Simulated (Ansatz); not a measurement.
Relax this structure to zero stress and force, keeping its symmetry:

```cif
data_structure
_symmetry_space_group_name_H-M 'I4/mcm'
_symmetry_Int_Tables_number 140
_cell_length_a 6.6590
_cell_length_b 6.6590
_cell_length_c 5.4470
_cell_angle_alpha 90.000
_cell_angle_beta 90.000
_cell_angle_gamma 90.000
_cell_volume 241.53
loop_
_atom_site_label
_atom_site_type_symbol
_atom_site_symmetry_multiplicity
_atom_site_Wyckoff_symbol
_atom_site_fract_x
_atom_site_fract_y
_atom_site_fract_z
_atom_site_occupancy
Mn1 Mn 4 a 0.00000 0.00000 0.25000 1
Sn1 Sn 8 h 0.16230 0.66230 0.00000 1
```

Method: DFT PBEsol, scalar-relativistic, plane waves, PAW (Ansatz).

Plane waves to 420 eV, a k mesh through Γ of 8×8×8 on the computed 6-atom cell and Gaussian smearing (0.10 eV); collinear spin from starting moments 2.84 2.84 0 0 0 0 μB.

Question: What does it relax to?

Answer: The volume goes down by 1.37 Å³/atom to 18.76 Å³/atom, and the energy falls by 27.3 meV/atom. The cell ends with a moment of 4.11 μB (only this magnetic start was tried). Final structure:
```cif
data_structure
_symmetry_space_group_name_H-M 'I4/mcm'
_symmetry_Int_Tables_number 140
_cell_length_a 6.5065
_cell_length_b 6.5065
_cell_length_c 5.3168
_cell_angle_alpha 90.000
_cell_angle_beta 90.000
_cell_angle_gamma 90.000
_cell_volume 225.08
loop_
_atom_site_label
_atom_site_type_symbol
_atom_site_symmetry_multiplicity
_atom_site_Wyckoff_symbol
_atom_site_fract_x
_atom_site_fract_y
_atom_site_fract_z
_atom_site_occupancy
Mn1 Mn 4 a 0.00000 0.00000 0.25000 1
Sn1 Sn 8 h 0.16442 0.66442 0.00000 1
```

Only parallel moments were tried here.

Cost: 1 run of about 7.1 core-minutes, on Intel Xeon Platinum 8259CL (Skylake/Cascade Lake) (shared hosts).